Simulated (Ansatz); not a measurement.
## HgH6I3NO: checking a database structure before trusting its electric field gradients

The cell is a COD entry, atoms as given.

Space group Cc (No. 9); a = 11.1235, b = 9.8046, c = 8.7430 Å, β = 90.18°.

```csv
site,Wyckoff,site symmetry,x,y,z
Hg,4a,1,0.4157,0.0340,0.1241
H3,4a,1,0.5390,0.5428,0.2960
H5,4a,1,0.5960,0.6570,0.2100
H7,4a,1,0.5590,0.6760,0.3690
H9,4a,1,0.4676,0.6610,0.2490
H11,4a,1,0.0410,0.9710,0.4400
H13,4a,1,0.4740,0.3530,0.4000
I15,4a,1,0.5806,0.0034,0.3723
I17,4a,1,0.3365,0.2968,0.1193
I19,4a,1,0.2558,0.8237,0.1184
N,4a,1,0.5407,0.6336,0.2803
O,4a,1,0.5415,0.3791,0.4499
```

One atom of each set is listed; the run and its k-mesh use a cell of 24 atoms with edges of 7.41, 7.41, 8.74 Å.

The numbers come from a DFT calculation in Ansatz (PBE, plane waves and PAW, scalar-relativistic, 420 eV cutoff, Γ-centred 4×4×3 k-points, Fermi–Dirac smearing 0.02 eV).

Task: Do the atoms and the cell lie near the calculated equilibrium?

Result: No. The largest force is 8.3 eV/Å, on atom 9 (H: 1 N at 0.90 Å), and the pressure is 9.8 GPa. Bonds to hydrogen as short as 0.90 Å are the usual result of locating hydrogen with X-rays, and they can account for much of this: hydrogen has to be relaxed before the gradients can be taken for those of the compound.
